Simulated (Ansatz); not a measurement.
# Ansatz run, La₂MgCu₂

The input, for Ansatz 0.2.0 (plane waves, PAW):

```yaml
crystal:
  lattice:
    - [8.017419, 0.001181, 0.006485]
    - [0.001181, 8.018139, 0.004124]
    - [0.003245, 0.002063, 4.009908]
  atoms:
    - { symbol: Cu, position: [0.362041, 0.902764, 6.6e-05] }
    - { symbol: Cu, position: [0.125901, 0.362455, 0.069632] }
    - { symbol: Cu, position: [0.620457, 0.11359, 0.975394] }
    - { symbol: Cu, position: [0.892312, 0.641695, 0.985704] }
    - { symbol: La, position: [0.200605, 0.701973, 0.487622] }
    - { symbol: La, position: [0.326835, 0.191763, 0.492219] }
    - { symbol: La, position: [0.823057, 0.322293, 0.460632] }
    - { symbol: La, position: [0.696568, 0.818858, 0.519556] }
    - { symbol: Mg, position: [0.034782, 0.02296, 0.97755] }
    - { symbol: Mg, position: [0.503939, 0.507762, 0.013533] }
kpoints:
  mp_grid: { grid: [3, 3, 5], shift: [0.5, 0.5, 0.5] }
magnetization:
  spin_polarized: false
scf:
  occupations: { method: fermi_dirac }
  lower_state_search: "off"
  max_iter: 200
hamiltonian:
  pseudopotentials: { kind: paw }
  xc: pbesol
basis:
  ecutwfc: 420
  fft_grid_basis: typed
output:
  forces: true
  stress: true
  eigenvalues: true
  bader: true
  populations: true
  elf: true
  write_potential: true
  volumetric_format: npy
  dos:
    e_range: [-12, 8]
    de: 0.05
    projected: { site_lists: { Cu: [Cu], La: [La], Mg: [Mg] } }
  write_density: true
checkpoint:
  read: saved_state
```

Launched with:

```sh
ansatz run input.yaml --threads 2 --pin off --max-ram 2560MiB --backend cpu --events-out ev --progress --plain --runs-dir out
```

The saved state is an earlier solution for the same cell, perhaps on another mesh. 

Excerpt of what it printed:

```
SCF iter   1: F=—  Δρ=7.51e-4  dr2=1.43e-3
SCF iter   2: F=—  Δρ=5.11e-4  dr2=7.07e-4
SCF iter   3: F=—  Δρ=5.73e-4  dr2=6.67e-4
SCF iter   4: F=—  Δρ=1.20e-4  dr2=3.16e-5
SCF iter   5: F=—  Δρ=1.61e-4  dr2=4.57e-5
SCF iter   6: F=—  Δρ=2.84e-5  dr2=1.56e-6
SCF iter   7: F=—  Δρ=1.44e-5  dr2=3.95e-7
SCF iter   8: F=—  Δρ=2.11e-5  dr2=7.98e-7  recentre
SCF iter   9: F=-54825.0189 eV  Δρ=3.56e-6  dr2=2.55e-8
Free energy (F): -54825.0189 eV
Harris-Foulkes:  -54825.0189 eV  (|F-HF|=1.98e-8)
Internal energy: -54824.6677 eV  (E = F + TS)
E sigma→0 (E₀):  -54824.8433 eV
Entropy (-TS):   -0.3513 eV (-35.126 meV/atom)
Fermi energy:    10.1129 eV
--- Per-component energies (eV) ---
  E_band       = -2792.8986
  E_kinetic    = 2113.5007
  E_local      = -27820.9056  (includes V_loc(G=0)·N_el)
  E_nonlocal   = 2140.5766
  E_hartree    = 11997.5912
  E_xc         = -958.8443
  E_vxc        = -1114.1888  (∫ρ·V_xc dr)
  E_paw        = -28379.9775  (= ΣΔE_a)
  E_vpaw       = -2107.0712  (= ΣTr[D̂ρ^β])
  E_aug_tail   = 0.0010  (compensation charges beyond the density's cutoff)
  E_ewald      = -13918.2304
  E_core_change = 1.6206  (= ΣΔE_core)
  E_smearing   = -0.3513  (= −TS)
--- Forces (eV/Å), atoms counted from 1 ---
  atom   1  Cu     0.7424     0.1005    -0.1142
  atom   2  Cu    -0.2440     0.7366    -0.8455
  atom   3  Cu    -0.0412     0.0273     0.1356
  atom   4  Cu     0.2894    -0.4823     0.2429
  atom   5  La    -0.5491    -0.4989     0.1118
  atom   6  La     0.5456    -0.1625     0.4381
  atom   7  La     0.0000     0.1630     0.3478
  atom   8  La    -0.2663     0.4139    -0.2897
  atom   9  Mg    -0.5667    -0.3059     0.1743
  atom  10  Mg     0.0899     0.0083    -0.2013
--- Stress (GPa, compression-positive) ---
       -3.2924      -0.2931       0.2469
       -0.2931      -3.6096      -0.4827
        0.2469      -0.4827      -3.0128
  P = ⅓ Tr σ = -3.3049 GPa (-33.049 kbar)
--- Löwdin populations: 10 sites ---
  site symbol       q [e]
     0     Cu     18.7152
     1     Cu     18.7263
     2     Cu     18.7399
     3     Cu     18.7403
     4     La     11.5382
     5     La     11.6453
     6     La     11.4776
     7     La     11.4701
     8     Mg      8.9309
     9     Mg      8.9769
  spilling = 0.0074 (of n_electrons = 140.0000)
```

Origin: a strained cell with displaced atoms, so it need not be a known compound. Caveats: many states at the Fermi level without spin polarisation, so a magnetic state may lie lower; the k mesh is coarse if the cell is a metal; f levels without a U or exact exchange are poorly placed.
